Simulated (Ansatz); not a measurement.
Re (hcp, Mg type)

```
CELL_PARAMETERS angstrom
      2.75787     0.00000     0.00000
     -1.37894     2.38839     0.00000
      0.00000     0.00000     4.46284
ATOMIC_POSITIONS crystal
  Re 0.33333 0.66667 0.75000
  Re 0.66667 0.33333 0.25000
```

The relaxed cell is deformed in two ways at once: its volume V is scaled, and at that volume it is stretched along z (the c axis of the conventional cell) so that c/a changes. Fractional atomic positions are held.

Computed with r2SCAN (plane waves to 500 eV, PAW, scalar-relativistic; Ansatz, a first-principles code). k mesh 19×19×11 (Γ-centred), Fermi-Dirac smearing 0.05 eV. Stress and pressure are positive under compression. With partly filled bands, the response to shear is sensitive to the k mesh, so small differences along c/a are uncertain. Re is run without spin polarisation. Re was relaxed with its symmetry unable to fall. Spin-orbit coupling is left out, though Re is heavy.

At one point of the scan the stress tensor (GPa) is:

```
   25.7      0.0      0.0
    0.0     25.7      0.0
    0.0      0.0      2.9
```

Q: Which point is it?
A) V/V₀ = 0.960, (c/a)/(c/a)₀ = 1.040
B) V/V₀ = 0.960, (c/a)/(c/a)₀ = 1.000
C) V/V₀ = 0.980, (c/a)/(c/a)₀ = 0.960
D) V/V₀ = 0.980, (c/a)/(c/a)₀ = 1.080

A: A, V/V₀ = 0.960, (c/a)/(c/a)₀ = 1.040

(A scan under strain: stresses follow from slopes of the energy per volume, elastic moduli from its curvatures.)
